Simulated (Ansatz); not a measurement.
AlAs:
```yaml
crystal:
  lattice:
    - [0.00000, 2.83731, 2.83731]
    - [2.83731, 0.00000, 2.83731]
    - [2.83731, 2.83731, 0.00000]
  atoms:
    - { symbol: Al, position: [0.00000, 0.00000, 0.00000] }
    - { symbol: As, position: [0.25000, 0.25000, 0.25000] }
```

PBEsol in the plane-wave PAW code Ansatz gives a gap of 1.34 eV without spin–orbit coupling, maximum at Γ, minimum at X.

Q: What happens when spin–orbit coupling is switched on?

A: The gap decreases by 0.10 eV, to 1.24 eV; maximum at Γ, minimum at X.

Q: How large is the spin–orbit splitting of the valence top at Γ?

A: The fourfold level lies 0.30 eV above the split-off pair.

Q: Give the electron effective mass with spin–orbit coupling.

A: 0.23, 0.23, 0.83 mₑ (principal values).

Q: Give the hole effective mass with spin–orbit coupling, band 1 of 2 at the edge.

A: 0.46 along [100], 0.89 along [110], 1.2 along [111] (mₑ).

Q: Give the hole effective mass with spin–orbit coupling, band 2 of 2 at the edge.

A: 0.14 along [100], 0.13 along [110], 0.12 along [111] (mₑ).

Space group F-43m (zinc blende). The PBEsol relaxation kept the symmetry of its start.

Potentials: the earlier of the program's two PAW sets. The files were generated under PBE; for other functionals the program regenerates the frozen cores, and for LDA and PBEsol the local potential too.
